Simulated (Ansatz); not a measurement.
Given:

W2N3:
```yaml
crystal:
  lattice:
    - [2.49599, 4.29618, 0.00000]
    - [-2.49599, 4.29618, 0.00000]
    - [-1.68027, 0.00000, 5.07108]
  atoms:
    - { symbol: W, position: [0.66927, 0.99375, 0.00896] }
    - { symbol: W, position: [0.00625, 0.33073, 0.00896] }
    - { symbol: W, position: [0.32278, 0.67722, 0.98442] }
    - { symbol: W, position: [0.50821, 0.49179, 0.52168] }
    - { symbol: N, position: [0.90603, 0.09397, 0.75007] }
    - { symbol: N, position: [0.58819, 0.74479, 0.74743] }
    - { symbol: N, position: [0.25521, 0.41181, 0.74743] }
    - { symbol: N, position: [0.73556, 0.58057, 0.25029] }
    - { symbol: N, position: [0.41943, 0.26444, 0.25029] }
    - { symbol: N, position: [0.09642, 0.90358, 0.25246] }
```

This is the r²SCAN-relaxed structure.

Q: All from plane-wave PAW r²SCAN (Ansatz code), unless another level is named. Give the electronic character.

A: no gap, with almost no states at the Fermi level (zero-gap or semimetallic).

Q: Give the formation energy from the elements (no fitted shifts).

A: -0.55 eV/atom.

Space group Cm. The first step of the workflow began from a Materials Project structure, measured or hypothetical; the Crystallography Open Database copy checked does not list it. Its standing as an ambient phase is unchecked. Symmetry was held in the r²SCAN relaxation; whether a distortion lowers the energy is not shown. The run is not spin-polarised. A small band overlap can be real or an error of a semilocal functional. The references are the lowest solids computed at this level, not always the standard phases (solids in place of the gases). Scalar-relativistic: spin–orbit coupling is off unless named, which matters more the heavier the elements.

Potentials: the earlier of the program's two PAW sets.
